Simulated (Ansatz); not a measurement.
Input:

ScAl:
```
ScAl
1.0
    3.36965     0.00000     0.00000
    0.00000     3.36965     0.00000
    0.00000     0.00000     3.36965
Sc Al
1 1
Cartesian
  1.68482   1.68482   1.68482
  0.00000   0.00000   0.00000
```

This is the r²SCAN-relaxed structure.

Q: All from the program Ansatz at the r²SCAN level (PAW), unless another level is named. Predict the density of states at the Fermi level.

A: 0.35 states/eV per atom (mean over ±0.08 eV).

Q: What about the formation energy from the elements (no fitted shifts)?

A: -0.49 eV/atom.

Space group Pm-3m (CsCl type). The workflow started from a Materials Project entry (that database holds measured and hypothetical structures alike); the Crystallography Open Database copy checked does not list it. With Sc and Al taken as one species the cell has the higher symmetry Im-3m, so it may be an ordered model of a mixed-site phase. Its standing as an ambient phase is unchecked. The r²SCAN relaxation kept the symmetry of its start; of distortions, only those at the zone centre were tested. The run is not spin-polarised. The references are the lowest solids computed at this level, not always the standard phases.

Potentials: the later of the program's two PAW sets.
